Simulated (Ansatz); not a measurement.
C:
```yaml
crystal:
  lattice:
    - [2.45452, 0.00000, 0.00000]
    - [-1.22726, 2.12567, 0.00000]
    - [0.00000, 0.00000, 26.00000]
  atoms:
    - { symbol: C, position: [0.33333, 0.66667, 0.50000] }
    - { symbol: C, position: [0.66667, 0.33333, 0.50000] }
```
Free-standing layer in the xy plane with vacuum along z and no interaction between images.

Relaxed with r²SCAN+D4. Special points in fractions of this cell's reciprocal vectors: Γ (0.000, 0.000, 0.000); M (0.500, 0.000, 0.000); K (0.333, 0.333, 0.000).

### Question
List the band energies nearest the Fermi level at these points for r²SCAN+D4 in the plane-wave PAW code Ansatz.

### Answer
In eV from the Fermi level; about four levels below and three above (degenerate sets whole), none deeper than 8.9 eV; … stands for higher levels left out; points with the same levels are listed once.

| k | below | above |
|---|---|---|
| Γ | -8.16 -3.26 -3.26 | 3.61 … |
| M | -6.88 -2.54 | 1.81 … |
| K | – | 0.00 0.00 … |

Space group P6/mmm (graphene). A layer that has been made, often on a substrate. It is flat by the symmetry kept. The cell was relaxed with r²SCAN+D4 under the symmetry of its start; whether a distortion lowers the energy is not shown. The Fermi level of a semimetal is unsure by some 0.05 eV on such meshes.

Potentials: the later of the program's two PAW sets.
